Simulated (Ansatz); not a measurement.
Be2C:
```
CELL_PARAMETERS angstrom
      0.00000     2.13416     2.13416
      2.13416     0.00000     2.13416
      2.13416     2.13416     0.00000
ATOMIC_POSITIONS crystal
  Be 0.25000 0.25000 0.25000
  Be 0.75000 0.75000 0.75000
  C  0.00000 0.00000 0.00000
```

Cartesian axes are those of the cell as given.

Task: Give the high-frequency dielectric tensor and the Born effective charge tensors of the independent atoms from DFPT, the program Ansatz at the LDA level (PAW).

Result: 
ε∞:
```
6.84  0.00  0.00
0.00  6.84  0.00
0.00  0.00  6.84
```
Z* of atom 1 (Be), rows: field, columns: displacement, in e:
```
1.52  0.00  0.00
0.00  1.52  0.00
0.00  0.00  1.52
```
Z* of atom 3 (C), rows: field, columns: displacement, in e:
```
-3.04   0.00   0.00
 0.00  -3.04   0.00
 0.00   0.00  -3.04
```

Space group Fm-3m (fluorite or antifluorite type). The LDA relaxation kept the symmetry of its start; phonons on a q-mesh show no instability.

Potentials: the later of the program's two PAW sets.
